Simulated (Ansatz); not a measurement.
## Profile along the Ti–O line in SrTiO3 (cubic perovskite)

SrTiO₃ (cubic perovskite)

```cif
data_O3SrTi
_chemical_formula_sum 'Sr1 Ti1 O3'
_space_group_name_H-M_alt 'Pm-3m'
_space_group_IT_number 221
_space_group_name_Hall '-P 4 2 3'
_cell_length_a 3.93647
_cell_length_b 3.93647
_cell_length_c 3.93647
_cell_angle_alpha 90.000
_cell_angle_beta 90.000
_cell_angle_gamma 90.000
loop_
_atom_site_label
_atom_site_type_symbol
_atom_site_symmetry_multiplicity
_atom_site_Wyckoff_symbol
_atom_site_fract_x
_atom_site_fract_y
_atom_site_fract_z
_atom_site_occupancy
Sr1 Sr 1 a 0.00000 0.00000 0.00000 1
Ti1 Ti 1 b 0.50000 0.50000 0.50000 1
O1 O 3 c 0.00000 0.50000 0.50000 1
```

Fields along a shortest Ti–O line of a {110} plane (1.97 Å), from Ti to O, interpolated on the slice's grid (step about 0.2 Å). All values below come from PBE (plane waves to 420 eV, PAW, scalar-relativistic; Ansatz, a first-principles code). k mesh 8×8×8. Inside the PAW spheres the values are not all-electron values, and peaks at nuclei hang on which shells count as valence. SrTiO3 is run without spin polarisation. SrTiO3 was relaxed with its symmetry unable to fall.

```tsv
distance from Ti (Å)	valence electron density (e/Å³)	electron localisation function
0.00	10.03	x
0.10	9.97	x
0.20	9.61	x
0.30	8.76	x
0.39	7.37	x
0.49	5.60	0.66
0.59	3.74	0.66
0.69	2.20	0.53
0.79	1.27	0.35
0.89	0.83	0.21
0.98	0.68	0.21
1.08	0.75	0.39
1.18	1.00	0.62
1.28	1.44	0.76
1.38	2.16	0.82
1.48	3.23	0.81
1.58	4.59	x
1.67	5.89	x
1.77	6.88	x
1.87	7.48	x
1.97	7.67	x
```

x: too close to a nucleus for the ELF to mean much.

Density on the Ti–O line (1.97 Å) at its midpoint: 0.68 e/Å³. ELF at that point: 0.21.
